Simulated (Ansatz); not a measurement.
CdSe:
```yaml
crystal:
  lattice:
    - [0.00000, 3.09813, 3.09813]
    - [3.09813, 0.00000, 3.09813]
    - [3.09813, 3.09813, 0.00000]
  atoms:
    - { symbol: Se, position: [0.75000, 0.75000, 0.75000] }
    - { symbol: Cd, position: [0.00000, 0.00000, 0.00000] }
```

Relaxed with PBE. PBE in the plane-wave PAW code Ansatz gives a gap of 0.49 eV.

What gap does HSE06 give on the same cell (Ansatz, PAW)?

1.41 eV, 0.92 eV more. The hybrid was solved on a coarser mesh and at special points; its gap is the smallest among all of these.

```csv
k,v1 PBE,c1 PBE,v1 HSE06,c1 HSE06
Γ,0.00,0.49,0.00,1.41
X,-1.67,3.25,(withheld),(withheld)
L,-0.67,2.32,(withheld),(withheld)
W,-1.98,4.79,(withheld),(withheld)
K,-1.36,3.71,(withheld),(withheld)
```

Top valence (v1) and lowest conduction level (c1) in eV from each method's valence maximum (which need not be a listed point): supply the withheld HSE06 values.


- K, v1 HSE06: -1.46
- K, c1 HSE06: 4.62
- W, v1 HSE06: -2.10
- W, c1 HSE06: 5.97
- X, v1 HSE06: -1.79
- X, c1 HSE06: 4.04
- L, v1 HSE06: -0.72
- L, c1 HSE06: 3.29

Cost on shared cores: the PBE run (SCF on a 8×8×8 mesh, then bands and DOS) about 30 core-seconds (a rough figure), the HSE06 run (SCF on 6×6×6, then a few points) around 3 core-minutes (rough); the tasks are unlike.

Space group F-43m (zinc blende). The cell was relaxed with PBE under the symmetry of its start; phonons on a q-mesh show no instability. Scalar-relativistic: spin–orbit coupling is off unless named, which matters more the heavier the elements.

Potentials: the later of the program's two PAW sets.
